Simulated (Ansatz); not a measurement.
LiNbO₃:
Space group R-3c, hexagonal axes (No. 167); a = 5.1844 Å, b = 5.1844 Å, c = 13.6885 Å, α = 90.00°, β = 90.00°, γ = 120.00°

```tsv
atom	site	symmetry	x	y	z
Li	6a	32	0.0000	0.0000	0.2500
Nb	6b	-3.	0.0000	0.0000	0.0000
O	18e	.2	0.3785	0.3785	0.2500
```
(The calculation used a cell of 10 atoms; values per cell refer to that cell.)

Relaxed with r²SCAN. r²SCAN in the plane-wave PAW code Ansatz gives a gap of 2.97 eV.

Question: What gap does HSE06 give on the same cell (Ansatz, PAW)?

Answer: 3.94 eV, 0.96 eV more. The hybrid was solved on a coarser mesh and at special points; its gap is the smallest among all of these.

```
k   v1 r²SCAN  c1 r²SCAN    v1 HSE06    c1 HSE06
--  ---------  ---------  ----------  ----------
Γ       -0.06       3.03  (withheld)  (withheld)
T       -0.31       4.64  (withheld)  (withheld)
L       -0.23       4.60  (withheld)  (withheld)
F       -0.27       2.98       -0.31        3.94
S0      -0.19       3.54       -0.21        4.53
H0      -0.36       3.92  (withheld)  (withheld)
```

Question: Top valence (v1) and lowest conduction level (c1) in eV from each method's valence maximum (which need not be a listed point): supply the withheld HSE06 values.

Answer: 
- L, v1 HSE06: -0.25
- L, c1 HSE06: 5.68
- T, v1 HSE06: -0.33
- T, c1 HSE06: 5.73
- Γ, v1 HSE06: -0.06
- Γ, c1 HSE06: 4.00
- H0, v1 HSE06: -0.39
- H0, c1 HSE06: 4.94

Cost on shared cores: the r²SCAN run (SCF on a 7×7×7 mesh, then bands and DOS) roughly 2.8 core-minutes, the HSE06 run (SCF on 4×4×4, then a few points) roughly 5 core-minutes; the tasks are unlike.

The first step of the workflow began from a Materials Project structure, measured or hypothetical; the Crystallography Open Database files this formula in space group No. 167, but the cells were not matched. It is not the phase usual at ambient conditions (space group No. 161). The r²SCAN relaxation kept the symmetry of its start; whether a distortion lowers the energy is not shown. The run is not spin-polarised. Scalar-relativistic: spin–orbit coupling is off unless named, which matters more the heavier the elements.

Potentials: the later of the program's two PAW sets.
